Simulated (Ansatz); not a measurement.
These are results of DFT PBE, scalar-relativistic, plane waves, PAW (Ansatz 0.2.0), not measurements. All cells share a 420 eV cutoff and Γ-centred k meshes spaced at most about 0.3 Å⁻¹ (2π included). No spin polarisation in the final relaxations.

Temperature and zero-point effects are left out.

Compare these two cells of Cd3Te2Se, each relaxed at this level.

A.

```xyz
12
Lattice="4.5801 0.0000 0.0000 -2.2900 3.9665 0.0000 0.0000 0.0000 22.4844" Properties=species:S:1:pos:R:3 pbc="T T T"
Cd    0.0000    2.6443    0.1471
Cd    0.0000    2.6443    7.5001
Cd    0.0000    2.6443   14.8434
Cd    2.2900    1.3222    3.6012
Cd    2.2900    1.3222   11.3893
Cd    2.2900    1.3222   18.7423
Te    0.0000    2.6443   10.3609
Te    0.0000    2.6443   17.7155
Te    2.2900    1.3222    6.4733
Te    2.2900    1.3222   21.6032
Se    0.0000    2.6443    2.8336
Se    2.2900    1.3222   14.0758
```

B.

```xyz
6
Lattice="-2.2918 2.2918 9.6950 2.2918 -2.2918 9.6950 2.2918 2.2918 -9.6950" Properties=species:S:1:pos:R:3 pbc="T T T"
Cd    0.0000    0.0000    0.0000
Cd    0.0000    0.0000    6.3129
Cd    0.0000    0.0000   13.0770
Te    2.2918    0.0000    8.0015
Te    2.2918    0.0000    1.6934
Se    0.0000    2.2918    4.8475
```

**Question.** Which form is favoured at zero pressure, and by what margin per atom?

**Answer.** B is lower, by 7 meV/atom. A has Te and Se ordered on wurtzite sites, space group P6_3mc (No. 186), 34.0 Å³/atom and a gap of 0.26 eV on its mesh; B has Te and Se ordered on zinc blende sites, space group I-4m2 (No. 119), 33.9 Å³/atom and a gap of 0.46 eV. In A, Cd on its first site is surrounded by 1 Se at 2.69 Å and 3 Te at 2.84 Å; around Te on its first site lie 4 Cd at 2.84–2.86 Å; Se is surrounded by 4 Cd at 2.69–2.75 Å; 3 more sites not described. In B, Cd on a site of symmetry -4m2 has 4 Te at 2.85 Å; Te has 4 Cd at 2.85 Å; around Se lie 4 Cd at 2.72 Å; 1 more site not described. Both come from invented guesses.

Spin–orbit coupling, which can matter for Te, is left out. Kohn–Sham gaps at this level usually fall short of measured ones. The missing spin–orbit coupling can work the other way here. Cells relaxed within their symmetry can be saddle points.
